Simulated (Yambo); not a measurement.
Yambo run on CdZnS₂ (space group P-4m2, No. 115). The wavefunctions are PBEsol (Quantum ESPRESSO, PseudoDojo norm-conserving, 102 Ry, without SOC) ones on a 4×4×2 mesh (26 occupied bands); a = 3.9281 Å, b = 3.9281 Å, c = 5.6524 Å, α = 90.00°, β = 90.00°, γ = 90.00°.

Yambo input:

```
rim_cut
gw0
dyson
el_el_corr
HF_and_locXC
ppa
em1d
RandQpts= 1000000
RandGvec= 1 Ry
EXXRLvcs= 102 Ry
VXCRLvcs= 408 Ry
Chimod= "HARTREE"
% BndsRnXp
 9 | 173 |
%
NGsBlkXp= 8 Ry
% LongDrXp
 1.0 | 1.0 | 1.0 |
%
PPAPntXp= 27.2114 eV
% GbndRnge
 1 | 70 |
%
GTermKind= "BG"
DysSolver= "n"
ExtendOut
% QPkrange
 1 | 1 | 26 | 27 |
%
```

k points by index: 1 = Γ.

The o-*.qp file then holds:

```
#    K-point    Band    Eo [eV]    E [eV]    E-Eo [eV]    Vxc [eV]    Vnlxc [eV]    Sc|Eo [eV]    Sc|E [eV]    dSc/dw|Eo [eV]    Re(Z)    Im(Z)
#
    1    26    0.000000    -0.831269    -0.831269    -15.92364    -19.04764    2.073376    2.292728    -7.179548    0.791235    -0.001356
    1    27    1.379346    1.784704    0.405358    -11.21330    -7.087852    -3.629281    -3.720086    -6.094147    0.817021    -0.001243
```
(The two width columns are left out.) Convergence of these settings isn't established.

Geometry relaxed with PBEsol.

The structure is a Materials Project entry; no match was found in the copy of COD used, and its stability was not checked.
